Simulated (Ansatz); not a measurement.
A geometry of SnO away from equilibrium: step 16 of the relaxation of a generated cell, SnO built in the wurtzite structure type. Method: PBEsol (plane waves to 420 eV, PAW, scalar-relativistic; Ansatz, a program for electronic structure). Γ-centred k-mesh 7×7×4 on the run's cell (coarser than for final values), Fermi–Dirac smearing 0.05 eV.

```xyz
4
Lattice="3.3380 0.0000 0.0000 -1.6690 2.8908 0.0000 0.0000 0.0000 7.2858" Properties=species:S:1:pos:R:3:forces:R:3 pbc="T T T" free_energy=-13020.007 pressure_GPa=2.0
Sn     1.6690     0.9636    -0.1002    0.0000    0.0000   -0.0014
Sn     0.0000     1.9272     3.5427    0.0000    0.0000   -0.0014
O      1.6690     0.9636     4.6553    0.0000    0.0000    0.0013
O      0.0000     1.9272     1.0124    0.0000    0.0000    0.0013
```

Positions in Å, forces in eV/Å, free energy of the cell in eV (comparable only within this code, potentials and settings). Largest force: all forces are below 0.005 eV/Å; the geometry lies 0.04 eV/atom above the end of its relaxation.

No spin polarisation in the result. Without a van der Waals term the distances between weakly bound units are poorly fixed.

The run could not lower the symmetry of its start; a shaken copy of this end point relaxes with PBEsol to P6₃mc (No. 186), 29 meV/atom lower.

The end of the path is a generated cell of SnO: the first start was made by placing the elements on the sites of a structure type, and the end was not matched to a known phase here, so it may be hypothetical. Known forms of SnO include space group No. 129.
